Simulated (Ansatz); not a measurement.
**Two Ansatz runs on BiAs**

The structure comes from a relaxation in the same program, started in the zincblende type. Whether it is a known phase or the ground state wasn't checked. The listed cell was then made from it by scaling, straining or moving an atom.

First run: DFT, PBE, all-electron LAPW, scalar-relativistic (Ansatz 0.2.0).

Command: `ansatz run input.yaml --threads 1 --pin off --max-ram 2048MiB --backend cpu --events-out ev --progress --plain --runs-dir out` The run took 75 s on 1 thread of Arm Neoverse V1 (shared host), peak memory 0.51 GiB.

```yaml
crystal:
  lattice:
    - [0.0, 3.3782855424, 3.3025598772]
    - [3.3782855424, 0.0, 3.3025598772]
    - [3.3782855424, 3.3782855424, 0.0]
  atoms:
    - { symbol: Bi, position: [0.0, 0.0, 0.0] }
    - { symbol: As, position: [0.25, 0.25, 0.25] }
kpoints:
  mp_grid: { grid: [10, 10, 10] }
scf:
  occupations: { method: fermi_dirac, width: 0.03 }
hamiltonian:
  xc: pbe
  pseudopotentials: { kind: all_electron, lapw: { basis_error: 0.001 } }
output:
  forces: true
  stress: true
  eigenvalues: true
```

Result: converged; pressure 0.01 GPa; no gap on the k mesh; 8 SCF iterations.

Spin–orbit coupling is left out, though it moves levels of the heavy atoms by tenths of an eV or more.

The input is then changed:

```diff
@@ -10,5 +10,6 @@
   mp_grid: { grid: [10, 10, 10] }
 scf:
-  occupations: { method: fermi_dirac, width: 0.03 }
+  occupations: { method: cold, width: 0.2 }
+  mixing: { preconditioner: kerker_dos }
 hamiltonian:
   xc: pbe
```

Question: What does the second run give?

Answer: It converged; energy at zero smearing -0.4 meV/atom from the first run; pressure 0.02 GPa; no gap on the k mesh; 9 SCF iterations. Some of these settings are too coarse for converged properties.

The results part of its log:

```
SCF 1 converged in 9 iterations: F = -647229.483995 eV  dr2 = 2.87e-8
SCF converged after 9 iterations
Stability not checked: this state was not tested for a lower state beside it, because cold or Methfessel-Paxton smearing, or corrected tetrahedra, fill the levels in a way that the test cannot read (fill_not_monotonic; see scf.lower_state_search)
Free energy (F): -647229.483995 eV
Harris-Foulkes:  -647229.483995 eV  (|F-HF|=6.48e-8)
Internal energy: -647229.488311 eV  (E = F + TS)
E sigma→0 (E₀):  -647229.485434 eV
Entropy (-TS):   0.004316 eV (2.158 meV/atom)
Fermi energy:    8.389417 eV
--- Per-component energies (eV) ---
  E_band       = -4209.838504
  E_kinetic    = 740931.225085
  E_xc         = -13086.042053
  E_electrostatic = -1375074.671343  (all electrons and nuclei)
  E_smearing   = 0.004316  (= −TS)
  E_closure    = 0.000000  (closes the sum)
  E_atoms      = -647221.365816  (free atoms, spherical and without spin; not in F)
  Σ components = -647229.483995   (vs F -647229.483995, Δ=0.00e0)
  Basis errors (estimates in eV, not in F): energy 4.1e-4 per atom: plane waves 3.9e-4 (2.3e-4 summed), levels above the bands 0.0e0, relativity 5.3e-8, radial functions 2.3e-5, core shells 5.2e-8; eigenvalues (radial functions only) 1.0e-6; not estimated: angular momenta, meshes, grids; target (lapw.basis_error) 1.0e-3; muffin-tin radii As 1.388 Å, Bi 1.516 Å
--- Forces (eV/Å), atoms counted from 1 ---
  atom   1  Bi     0.00000000    -0.00000000     0.00000000
  atom   2  As    -0.00000000     0.00000000    -0.00000000
  max |Σ_I F_I| component: 1.39e-17 eV/Å
--- Stress (GPa, compression-positive) ---
        0.041539       0.000000      -0.000000
        0.000000       0.041539       0.000000
       -0.000000       0.000000      -0.013631
  P = ⅓ Tr σ = 0.0231 GPa (0.231 kbar)
--- Band table (eV; the first three rows and the last of 102) ---
  k-point 0: bands = ["-176.6167", "-144.9207", "-140.0495", "-140.0495", "-140.0483", "-140.0479", "-140.0476", "-140.0476", "-140.0475", "-119.9906", "-119.9906", "-119.9842", "-83.1764", "-83.1764", "-83.1744", "-27.0253", "-27.0221", "-27.0203", "-27.0203", "-27.0155", "-14.5563", "-14.5553", "-14.5553", "-14.5395", "-14.5365", "-4.4278", "1.4195", "6.8041", "6.8041", "6.9331", "9.2794", "9.3783", "9.3783", "12.3724", "15.8028", "16.1017"]
  k-point 1: bands = ["-176.6167", "-144.9207", "-140.0495", "-140.0495", "-140.0483", "-140.0479", "-140.0476", "-140.0476", "-140.0475", "-119.9906", "-119.9906", "-119.9842", "-83.1764", "-83.1764", "-83.1744", "-27.0253", "-27.0221", "-27.0203", "-27.0203", "-27.0155", "-14.5563", "-14.5551", "-14.5548", "-14.5394", "-14.5365", "-4.3565", "1.2060", "6.6891", "6.7222", "6.8241", "9.4054", "9.5265", "9.5373", "12.8137", "15.3774", "15.5947"]
  k-point 2: bands = ["-176.6167", "-144.9207", "-140.0495", "-140.0495", "-140.0483", "-140.0479", "-140.0476", "-140.0476", "-140.0475", "-119.9906", "-119.9906", "-119.9842", "-83.1764", "-83.1764", "-83.1745", "-27.0253", "-27.0221", "-27.0203", "-27.0202", "-27.0155", "-14.5566", "-14.5543", "-14.5537", "-14.5392", "-14.5364", "-4.1506", "0.6612", "6.4384", "6.4931", "6.5612", "9.7996", "9.8834", "9.9980", "13.7077", "15.0508", "15.1997"]
  k-point 101: bands = ["-176.6167", "-144.9207", "-140.0495", "-140.0495", "-140.0483", "-140.0479", "-140.0476", "-140.0476", "-140.0475", "-119.9906", "-119.9906", "-119.9842", "-83.1764", "-83.1764", "-83.1745", "-27.0254", "-27.0220", "-27.0201", "-27.0201", "-27.0155", "-14.5650", "-14.5460", "-14.5460", "-14.5395", "-14.5363", "-2.3938", "-1.9495", "5.0374", "5.0374", "7.8544", "7.9686", "13.0667", "13.0667", "14.5300", "15.6801", "17.7813"]
```
